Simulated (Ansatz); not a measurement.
According to r²SCAN (plane waves, PAW; program Ansatz), SnTeO$_{3}$ in the trigonal phase (R3c; Sn on 6a, Te on 6a, O on 18b) relaxes to a = 6.490 Å, c = 13.647 Å. Te has 3 nearest neighbours from 1.91 Å (trigonal pyramidal). Its formation energy from the elements is -1.02 eV/atom, with no fitted shifts.

The Kohn–Sham gap is 2.69 eV (indirect). HSE06 on the same cell gives 3.39 eV. Gap from r²SCAN with spin–orbit coupling: 2.62 eV. The electron mass is 0.61, 1.1, 1.4 mₑ (principal values). The hole mass is 1.3, 1.3, 2.3 mₑ (principal values).

An equation-of-state fit gives a bulk modulus of 29.4 GPa. Bader charges are Sn +1.45, Te +2.32, O -1.26 e.

The start of the workflow was typed in or built on a structure type; neither database checked (COD, Materials Project) lists it. Its standing as an ambient phase is unchecked. The r²SCAN relaxation kept the symmetry of its start; its stability against distortions is not shown here. The volume moved by 26 % from the start of the relaxation. The references are the lowest solids computed at this level, not always the standard phases (solids in place of the gases). Scalar-relativistic: spin–orbit coupling is off unless named, which matters more the heavier the elements.

Potentials: the later of the program's two PAW sets.
